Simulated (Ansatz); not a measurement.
AlN (CsCl type, space group No. 221) at seven volumes, plane-wave PAW PBE (Ansatz code), scaled uniformly. One row is withheld.

```json
[
 {"V (Å³/atom)": "8.122", "P (GPa)": "?"},
 {"V (Å³/atom)": "8.390", "P (GPa)": "13.47"},
 {"V (Å³/atom)": "8.658", "P (GPa)": "6.20"},
 {"V (Å³/atom)": "8.926", "P (GPa)": "0.00"},
 {"V (Å³/atom)": "9.193", "P (GPa)": "-5.28"},
 {"V (Å³/atom)": "9.461", "P (GPa)": "-9.79"},
 {"V (Å³/atom)": "9.729", "P (GPa)": "-13.61"}
]
```

**Question.** Fit the shown pressures and predict the withheld one.

**Answer.** P = (3/2)B₀(x^(7/2) − x^(5/2))[1 + (3/4)(B′ − 4)(x − 1)] with x = (V₀/V)^(2/3). Least squares on the six rows gives V₀ = 8.926 Å³/atom, B₀ = 190 GPa, B′ = 4.33. At V = 8.122, x = 1.0650 and P = 22.01 GPa. The run itself gave 21.98 GPa.

Space group Pm-3m (CsCl type). A made-up cell: these elements were put on the sites of a structure type; neither database checked (COD, Materials Project) lists it. It is not the phase usual at ambient conditions (space group No. 186, 216). Symmetry was held in the PBE relaxation; whether a distortion lowers the energy is not shown.

Potentials: the later of the program's two PAW sets.
